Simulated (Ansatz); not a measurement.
Here is the system:

MgO (rock salt, Fm-3m), a = b = c = 4.2075 Å, α = β = γ = 90.00°; the cell used has 2 atoms.

This is the r²SCAN-relaxed structure.

Question: All from r²SCAN (plane waves, PAW; program Ansatz), unless another level is named. Give the hole effective mass, band 3 of 3 at the edge.

Answer: 0.42 along [100], 0.37 along [110], 0.36 along [111] (mₑ).

Question: Give the hole effective mass, band 1 of 3 at the edge.

Answer: 2.1 along [100], 5.4 along [110], 3.5 along [111] (mₑ).

Question: Predict the band gap.

Answer: 5.68 eV (direct).

Question: Next, the HSE06 gap on the r²SCAN cell?

Answer: 6.52 eV.

Symmetry was held in the r²SCAN relaxation; phonons on a q-mesh show no instability.

Potentials: the earlier of the program's two PAW sets.
